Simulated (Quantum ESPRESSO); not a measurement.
## Band energies of K2PdCl4

```
K2PdCl4
1.0
    7.05765     0.00000     0.00000
    0.00000     7.05765     0.00000
    0.00000     0.00000     4.09635
Cl K Pd
4 2 1
Direct
  0.23222   0.76778   0.00000
  0.76778   0.23222   0.00000
  0.23222   0.23222   0.00000
  0.76778   0.76778   0.00000
  0.50000   0.00000   0.50000
  0.00000   0.50000   0.50000
  0.00000   0.00000   0.00000
```

PBEsol (pw.x of Quantum ESPRESSO, ONCV potentials, no spin-orbit coupling); path ΓXMΓZRAZ,XR,MA; energies in eV from the valence-band maximum.

| k (1/Å) | point | band 28 | band 29 | band 30 | band 31 | band 32 | band 33 | band 34 | band 35 |
|---|---|---|---|---|---|---|---|---|---|
| 0.00 | Γ | -0.91 | -0.89 | -0.78 | -0.10 | -0.10 | 2.13 | 4.18 | 5.50 |
| 0.22 |  | -1.03 | -0.87 | -0.62 | -0.12 | -0.07 | 1.99 | 4.54 | 5.84 |
| 0.45 | X | -1.18 | -0.86 | -0.54 | -0.13 | -0.04 | 1.85 | 5.28 | 5.50 |
| 0.67 |  | -1.29 | -0.84 | -0.35 | -0.09 | -0.05 | 1.62 | 5.52 | 5.77 |
| 0.89 | M | -1.43 | -0.83 | -0.23 | -0.06 | -0.06 | 1.40 | 5.98 | 6.12 |
| 1.31 |  | -1.02 | -0.87 | -0.58 | -0.09 | -0.09 | 1.97 | 4.52 | 5.80 |
| 1.52 | Γ | -0.91 | -0.89 | -0.78 | -0.10 | -0.10 | 2.13 | 4.18 | 5.50 |
| 1.71 |  | -0.89 | -0.76 | -0.76 | -0.14 | -0.14 | 2.14 | 4.42 | 5.71 |
| 1.90 |  | -0.85 | -0.69 | -0.48 | -0.22 | -0.22 | 2.15 | 4.98 | 5.69 |
| 2.29 | Z | -0.80 | -0.60 | -0.31 | -0.31 | -0.07 | 2.17 | 4.46 | 6.58 |
| 2.51 |  | -0.97 | -0.51 | -0.36 | -0.31 | -0.04 | 2.03 | 4.65 | 6.92 |
| 2.73 | R | -1.20 | -0.46 | -0.41 | -0.30 | -0.02 | 1.91 | 4.90 | 6.71 |
| 2.95 |  | -1.35 | -0.40 | -0.37 | -0.34 | -0.01 | 1.71 | 5.04 | 6.90 |
| 3.18 | A | -1.58 | -0.39 | -0.39 | -0.31 | 0.00 | 1.52 | 5.19 | 7.26 |
| 3.33 |  | -1.42 | -0.38 | -0.38 | -0.34 | -0.01 | 1.63 | 5.09 | 7.05 |
| 3.49 |  | -1.13 | -0.42 | -0.36 | -0.35 | -0.03 | 1.87 | 4.83 | 6.96 |
| 3.65 |  | -0.89 | -0.54 | -0.33 | -0.33 | -0.06 | 2.08 | 4.56 | 6.79 |
| 3.81 | Z | -0.80 | -0.60 | -0.31 | -0.31 | -0.07 | 2.17 | 4.46 | 6.58 |
| 3.81 | X | -1.18 | -0.86 | -0.54 | -0.13 | -0.04 | 1.85 | 5.28 | 5.50 |
| 3.96 |  | -1.17 | -0.77 | -0.53 | -0.16 | -0.07 | 1.86 | 5.36 | 5.64 |
| 4.11 |  | -1.18 | -0.59 | -0.48 | -0.24 | -0.14 | 1.87 | 5.50 | 5.99 |
| 4.27 |  | -1.19 | -0.50 | -0.32 | -0.30 | -0.22 | 1.89 | 5.38 | 6.40 |
| 4.42 |  | -1.20 | -0.47 | -0.39 | -0.28 | -0.10 | 1.91 | 5.05 | 6.66 |
| 4.57 | R | -1.20 | -0.46 | -0.41 | -0.30 | -0.02 | 1.91 | 4.90 | 6.71 |
| 4.57 | M | -1.43 | -0.83 | -0.23 | -0.06 | -0.06 | 1.40 | 5.98 | 6.12 |
| 4.73 |  | -1.45 | -0.74 | -0.24 | -0.10 | -0.10 | 1.41 | 5.98 | 6.33 |
| 4.88 |  | -1.48 | -0.54 | -0.26 | -0.19 | -0.19 | 1.44 | 5.88 | 6.86 |
| 5.03 |  | -1.53 | -0.29 | -0.29 | -0.29 | -0.29 | 1.48 | 5.63 | 7.09 |
| 5.34 | A | -1.58 | -0.39 | -0.39 | -0.31 | 0.00 | 1.52 | 5.19 | 7.26 |

The PBEsol gap is indirect, 1.40 eV, from A to M; the smallest direct gap is 1.46 eV.

Spin-orbit splittings are left out.

Geometry of the Materials Project entry, not relaxed at this level.
